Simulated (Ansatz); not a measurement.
BN:
```yaml
crystal:
  lattice:
    - [2.53868, 0.00000, 0.00000]
    - [-1.26934, 2.19856, 0.00000]
    - [0.00000, 0.00000, 8.34253]
  atoms:
    - { symbol: B, position: [0.00000, 0.00000, 0.99979] }
    - { symbol: B, position: [0.00000, 0.00000, 0.49979] }
    - { symbol: B, position: [0.66667, 0.33333, 0.75045] }
    - { symbol: B, position: [0.33333, 0.66667, 0.25045] }
    - { symbol: N, position: [0.00000, 0.00000, 0.81315] }
    - { symbol: N, position: [0.00000, 0.00000, 0.31315] }
    - { symbol: N, position: [0.66667, 0.33333, 0.56224] }
    - { symbol: N, position: [0.33333, 0.66667, 0.06224] }
```

Relaxed with HSE06. Special points in fractions of this cell's reciprocal vectors: Γ (0.000, 0.000, 0.000); M (0.500, 0.000, 0.000); K (0.333, 0.333, 0.000); A (0.000, 0.000, 0.500); L (0.500, 0.000, 0.500); H (0.333, 0.333, 0.500).

Task: List the band energies nearest the valence-band maximum at these points for DFT-HSE06 in the program Ansatz with PAW potentials.

Result: In eV from the valence-band maximum; about four levels below and three above (degenerate sets whole), none deeper than 8.9 eV; points with the same levels are listed once.

| k | below | above |
|---|---|---|
| Γ | -1.20 -1.20 -0.13 0.00 0.00 | 10.40 10.40 10.58 |
| M | -4.04 -3.84 -2.85 -2.23 | 6.94 7.33 9.65 |
| K | -5.92 -4.60 -4.60 -3.24 | 9.11 9.11 11.35 |
| A | -0.41 -0.41 -0.41 -0.41 | 10.91 10.91 10.91 10.91 |
| L | -3.78 -3.78 -2.84 -2.84 | 7.46 7.46 10.02 10.02 |
| H | -4.37 -4.37 -4.15 -4.15 | 8.28 8.28 13.12 13.12 |

Space group P6_3mc. The cell is a constructed one: a structure type filled with these elements. Its sites differ from those of the usual phase in this space group: another stacking or structure type. Symmetry was held in the HSE06 relaxation; its stability against distortions is not shown here. The hybrid was solved on a coarse mesh, the path and, where they were found, the r²SCAN edge points; its band edges are the extreme levels among these.

Potentials: the later of the program's two PAW sets.
